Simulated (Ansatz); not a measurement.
One starting cell of NaI (a generated trial cell of NaI in the rocksalt structure type) was relaxed twice with Ansatz (plane waves, PAW, scalar-relativistic): with PBEsol at 420 eV and with PBE at 420 eV. The PBEsol result:

```yaml
crystal:
  lattice:
    - [0.00000, 3.20132, 3.20132]
    - [3.20132, 0.00000, 3.20132]
    - [3.20132, 3.20132, 0.00000]
  atoms:
    - { symbol: I, position: [0.00000, 0.00000, 0.00000] }
    - { symbol: Na, position: [0.50000, 0.50000, 0.50000] }
```

| quantity | PBEsol | PBE |
|---|---|---|
| space group | Fm-3m | Fm-3m |
| volume (Å³/atom) | 32.81 | 34.79 |
| a (Å) | 6.403 | 6.529 |
| gap (eV, no spin-orbit coupling) | 3.59 | 3.58 |

Both levels end in the same structure; PBE's volume is 6.0 % larger; its gap is the same within 0.05 eV. Neither column is exact.

No spin polarisation in the result.

Measured for NaI: a 6.409 Å (0 K or low temperature; as listed in Klaus Doll, Hermann Stoll, Phys. Rev. B (1998)). Computed minus measured — a: PBEsol -0.1 %, PBE +1.9 %. The computed values are for a static lattice.

The run could not lose the symmetry of its start; a randomly shaken copy of 2 atoms returns to this structure.

All atoms sit on sites fixed by symmetry, so only the cell could relax.

Ansatz is an electronic-structure program.
